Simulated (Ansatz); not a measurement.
SrMoO3:
```yaml
crystal:
  lattice:
    - [3.95075, 0.00000, 0.00000]
    - [0.00000, 3.95075, 0.00000]
    - [0.00000, 0.00000, 3.95075]
  atoms:
    - { symbol: Sr, position: [0.50000, 0.50000, 0.50000] }
    - { symbol: Mo, position: [0.00000, 0.00000, 0.00000] }
    - { symbol: O, position: [0.50000, 0.00000, 0.00000] }
    - { symbol: O, position: [0.00000, 0.50000, 0.00000] }
    - { symbol: O, position: [0.00000, 0.00000, 0.50000] }
```

Relaxed with PBEsol. Special points in fractions of this cell's reciprocal vectors: Γ (0.000, 0.000, 0.000); X (0.000, 0.500, 0.000); M (0.500, 0.500, 0.000); R (0.500, 0.500, 0.500).

Question: List the band energies nearest the Fermi level at these points for plane-wave PAW PBEsol (Ansatz code).

Answer: In eV from the Fermi level; about four levels below and three above (degenerate sets whole), none deeper than 8.9 eV; points with the same levels are listed once.

```csv
k,below,above
Γ,-3.93 -3.93 -3.93 -2.02 -2.02 -2.02,1.88 1.88 2.03 2.03
X,-5.37 -4.22 -4.22 -1.81,0.75 0.75 1.90
M,-5.00 -5.00 -4.92 -3.51,0.78 0.78 1.55
R,-7.52 -7.52 -7.52 -3.43 -3.43 -3.43,1.87 1.87 1.87
```

Space group Pm-3m (cubic perovskite). The first step of the workflow began from a Materials Project structure, measured or hypothetical; the Crystallography Open Database copy checked does not list it. Its standing as an ambient phase is unchecked. The PBEsol relaxation kept the symmetry of its start; its stability against distortions is not shown here. The workflow began spin-polarised and lost its moments. No Hubbard U is applied. Scalar-relativistic: spin–orbit coupling is off unless named, which matters more the heavier the elements.

Potentials: the later of the program's two PAW sets.
